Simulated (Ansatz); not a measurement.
A geometry of SiS2 away from equilibrium: step 2 of the relaxation of a relaxed SiS2 cell with one Si and one S atom exchanged in a cell of 6 atoms. These are r2SCAN (plane waves to 500 eV, PAW, scalar-relativistic; Ansatz, a quantum-chemistry and plane-wave program) values and carry that method's errors. Γ-centred k-mesh 5×6×5 on the run's cell (coarser than for final values), Fermi–Dirac smearing 0.05 eV.

```
CELL_PARAMETERS angstrom
     -2.83048     4.84952     2.77680
      2.83994    -4.87115     2.82530
      2.92444     4.92628    -2.81539
ATOMIC_POSITIONS crystal
  S  0.87385 0.78927 0.66357
  S  0.38392 0.68853 0.07842
  S  0.61039 0.30076 0.90870
  Si 0.13856 0.23032 0.34997
  Si 0.76497 0.76367 0.99761
  S  0.22830 0.22745 0.00174
```

Q: Give the Cartesian forces on all atoms (eV/Å).

A: 
```csv
atom,Fx,Fy,Fz
S1,-0.06,-0.19,0.10
S2,0.20,-0.42,0.29
S3,-0.43,0.10,0.32
Si4,0.09,0.09,0.56
Si5,-0.21,-0.15,-0.61
S6,0.41,0.57,-0.66
```

Q: What is the pressure?

A: +0.8 GPa, compression positive.

Q: How much energy per atom can still be gained by relaxing?

A: 0.90 eV/atom; the path ends in C2 (No. 5).

The relaxed cell holds bonded S–S pairs (2.09 Å). No spin polarisation in the result.

The end of the path is a generated cell of SiS2: the first start was made by placing the elements on the sites of a structure type, and the end was not matched to a known phase here, so it may be hypothetical.
